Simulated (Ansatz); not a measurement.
SiO$_{2}$ in space group R-3m (No. 166; Pearson symbol hR36), r²SCAN (plane waves, PAW; program Ansatz). The conduction-band minimum lies at Γ, with 1 equivalent valley. Second derivatives d²E/dk² of the lowest band at one valley (eV·Å²), along Cartesian directions:

```tsv
direction	d²E/dk²
[100]	10.96
[010]	10.96
[001]	10.92
[110]	10.96
[101]	10.94
[011]	10.94
```

Problem. Find the principal effective masses, the density-of-states mass and the conductivity mass.

Solution. Off-diagonal terms follow from H_xy = H[110] − (H_xx + H_yy)/2, and m*/mₑ = 7.620 eV·Å² over each eigenvalue: 0.70, 0.70, 0.70. One valley's DOS mass (m₁m₂m₃)^(1/3) = 0.70, conductivity mass 3/(Σ 1/mᵢ) = 0.70 mₑ.

Problem. What effective density of states Nc follows at 300 K for parabolic valleys?

Solution. Nc = 2.509e19 × 1 × (0.70)^(3/2) ≈ 1.5e19 cm⁻³.

The first step of the workflow began from a Materials Project structure, measured or hypothetical; the Crystallography Open Database copy checked does not list it. It is not the phase usual at ambient conditions (space group No. 92, 152, 154). Symmetry was held in the r²SCAN relaxation; whether a distortion lowers the energy is not shown.

Potentials: the earlier of the program's two PAW sets.

Edges and masses are those of Kohn–Sham bands, whose gap is no quasiparticle gap.
